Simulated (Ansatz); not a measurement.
Relaxed TiAl (CuAu type, space group P4/mmm):

```yaml
crystal:
  lattice:
    - [2.81292, 0.00000, 0.00000]
    - [0.00000, 2.81292, 0.00000]
    - [0.00000, 0.00000, 4.05841]
  atoms:
    - { symbol: Al, position: [0.50000, 0.50000, 0.50000] }
    - { symbol: Ti, position: [0.00000, 0.00000, 0.00000] }
```

A phonon eigenvector at Γ is frozen into this cell: atom i moves by Q times the vector below, so Q is the largest atomic displacement, in Å. The cell is held. It is one choice among 2 degenerate patterns.

```json
[
 {"atom": "Al1", "x": "0.000", "y": "1.000", "z": "0.000"},
 {"atom": "Ti2", "x": "0.000", "y": "-0.564", "z": "0.000"}
]
```

Computed with r2SCAN (plane waves to 500 eV, PAW, scalar-relativistic; Ansatz, a program for electronic structure). k mesh 16×16×12 (Γ-centred), Fermi-Dirac smearing 0.05 eV. E stands for the smeared free energy. With partly filled bands, energies and forces of such displacements shift with the k mesh and the smearing. TiAl is run without spin polarisation. TiAl was relaxed with its symmetry unable to fall. ΔE is measured from the undisplaced structure. The last digit holds for this mesh only.

```json
[
 {"Q (Å)": "-0.180", "ΔE (meV/cell)": "190.8"},
 {"Q (Å)": "-0.150", "ΔE (meV/cell)": "withheld"},
 {"Q (Å)": "-0.120", "ΔE (meV/cell)": "86.0"},
 {"Q (Å)": "-0.090", "ΔE (meV/cell)": "48.6"},
 {"Q (Å)": "-0.060", "ΔE (meV/cell)": "21.7"},
 {"Q (Å)": "-0.030", "ΔE (meV/cell)": "5.4"},
 {"Q (Å)": "0.000", "ΔE (meV/cell)": "0.0"},
 {"Q (Å)": "0.030", "ΔE (meV/cell)": "5.4"},
 {"Q (Å)": "0.060", "ΔE (meV/cell)": "21.7"},
 {"Q (Å)": "0.090", "ΔE (meV/cell)": "48.6"},
 {"Q (Å)": "0.120", "ΔE (meV/cell)": "86.0"},
 {"Q (Å)": "0.150", "ΔE (meV/cell)": "withheld"},
 {"Q (Å)": "0.180", "ΔE (meV/cell)": "190.8"}
]
```

Problem. Fit an even polynomial form (powers 2, 4) to the given rows and predict ΔE at Q = -0.150.

Solution. Least squares on the 11 given rows: ΔE = (6039)·Q² + (-4621)·Q⁴, in meV/cell with Q in Å; root-mean-square residual 0.02 meV/cell. At -0.150 the fit gives 133.5 meV/cell; the calculation gives 133.5 meV/cell, the same to the digits shown. The quadratic term alone would give 135.9 meV/cell.

(For displaced atoms, the force is minus the slope of the energy, and its curvature is a force constant, which sets phonon frequencies.)
